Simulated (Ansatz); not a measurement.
Total density of states per atom from the program Ansatz at the PBE level (PAW), in 0.25 eV bins, energy from the Fermi level:

```json
[
 {"E (eV)": "-7.85", "states/eV/atom": "0.00"},
 {"E (eV)": "-7.60", "states/eV/atom": "0.00"},
 {"E (eV)": "-7.35", "states/eV/atom": "0.00"},
 {"E (eV)": "-7.10", "states/eV/atom": "0.00"},
 {"E (eV)": "-6.85", "states/eV/atom": "0.00"},
 {"E (eV)": "-6.60", "states/eV/atom": "0.00"},
 {"E (eV)": "-6.35", "states/eV/atom": "0.12"},
 {"E (eV)": "-6.10", "states/eV/atom": "0.56"},
 {"E (eV)": "-5.85", "states/eV/atom": "0.46"},
 {"E (eV)": "-5.60", "states/eV/atom": "0.55"},
 {"E (eV)": "-5.35", "states/eV/atom": "0.28"},
 {"E (eV)": "-5.10", "states/eV/atom": "0.14"},
 {"E (eV)": "-4.85", "states/eV/atom": "0.24"},
 {"E (eV)": "-4.60", "states/eV/atom": "0.66"},
 {"E (eV)": "-4.35", "states/eV/atom": "0.51"},
 {"E (eV)": "-4.10", "states/eV/atom": "0.22"},
 {"E (eV)": "-3.85", "states/eV/atom": "0.24"},
 {"E (eV)": "-3.60", "states/eV/atom": "0.30"},
 {"E (eV)": "-3.35", "states/eV/atom": "0.34"},
 {"E (eV)": "-3.10", "states/eV/atom": "0.41"},
 {"E (eV)": "-2.85", "states/eV/atom": "0.55"},
 {"E (eV)": "-2.60", "states/eV/atom": "0.68"},
 {"E (eV)": "-2.35", "states/eV/atom": "0.58"},
 {"E (eV)": "-2.10", "states/eV/atom": "0.61"},
 {"E (eV)": "-1.85", "states/eV/atom": "0.82"},
 {"E (eV)": "-1.60", "states/eV/atom": "0.76"},
 {"E (eV)": "-1.35", "states/eV/atom": "0.83"},
 {"E (eV)": "-1.10", "states/eV/atom": "0.90"},
 {"E (eV)": "-0.85", "states/eV/atom": "0.78"},
 {"E (eV)": "-0.60", "states/eV/atom": "0.34"},
 {"E (eV)": "-0.35", "states/eV/atom": "0.11"},
 {"E (eV)": "-0.10", "states/eV/atom": "0.02"},
 {"E (eV)": "0.15", "states/eV/atom": "0.00"},
 {"E (eV)": "0.40", "states/eV/atom": "0.00"},
 {"E (eV)": "0.65", "states/eV/atom": "0.02"},
 {"E (eV)": "0.90", "states/eV/atom": "0.10"},
 {"E (eV)": "1.15", "states/eV/atom": "0.40"},
 {"E (eV)": "1.40", "states/eV/atom": "0.58"},
 {"E (eV)": "1.65", "states/eV/atom": "0.31"},
 {"E (eV)": "1.90", "states/eV/atom": "0.36"},
 {"E (eV)": "2.15", "states/eV/atom": "0.90"},
 {"E (eV)": "2.40", "states/eV/atom": "0.72"},
 {"E (eV)": "2.65", "states/eV/atom": "0.66"},
 {"E (eV)": "2.90", "states/eV/atom": "0.59"},
 {"E (eV)": "3.15", "states/eV/atom": "0.63"},
 {"E (eV)": "3.40", "states/eV/atom": "0.60"},
 {"E (eV)": "3.65", "states/eV/atom": "0.61"},
 {"E (eV)": "3.90", "states/eV/atom": "0.27"},
 {"E (eV)": "4.15", "states/eV/atom": "0.57"},
 {"E (eV)": "4.40", "states/eV/atom": "0.85"},
 {"E (eV)": "4.65", "states/eV/atom": "0.52"}
]
```

Task: Which of these materials gives this?
A) NbP, I4_1md (Nb on 4a, P on 4a)
B) InP, P6_222 (In on 3c, P on 3d)
C) In, diamond
D) GaP, rock salt

Result: B, InP, P6_222 (In on 3c, P on 3d). Within 0.5 eV of the Fermi level: P 3p 78 %, In 5p 16 %. Projections are on Löwdin-orthogonalised atomic valence shells; empty p or d shells of many metals are not among them.

The start of the workflow was typed in or built on a structure type; neither database checked (COD, Materials Project) lists it. It is not the phase usual at ambient conditions (space group No. 216). Symmetry was held in the PBE relaxation; its stability against distortions is not shown here. Spin–orbit coupling is left out wherever it is not named.

Potentials: the earlier of the program's two PAW sets.
